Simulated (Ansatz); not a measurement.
Relaxed AlCo (CsCl type):

```xyz
2
Lattice="2.8521 0.0000 0.0000 0.0000 2.8521 0.0000 0.0000 0.0000 2.8521" Properties=species:S:1:pos:R:3 pbc="T T T"
Al     0.0000     0.0000     0.0000
Co     1.4260     1.4260     1.4260
```

Calculation: PBE (plane waves to 420 eV, PAW, scalar-relativistic; Ansatz, a first-principles code). k mesh 13×13×13 (Γ-centred), Fermi-Dirac smearing 0.05 eV. With partly filled bands, energies and forces of such displacements shift with the k mesh and the smearing. AlCo is run without spin polarisation. AlCo was relaxed with its symmetry unable to fall.

One atom of the cell was then moved (with its periodic images), all else fixed, and the forces (eV/Å) came out as:

```tsv
atom	Fx	Fy	Fz
Al1	-2.131	0.000	0.000
Co2	2.131	0.000	0.000
```

With two atoms only their relative shift counts; take Al1 as fixed.

Task: Which atom was moved, and by which vector (Å)?

Result: Co2, by (-0.30, 0.00, 0.00), 0.30 Å in all.

(A displaced cell: forces are minus the slopes of the energy, force constants its curvatures, and phonons follow from these.)
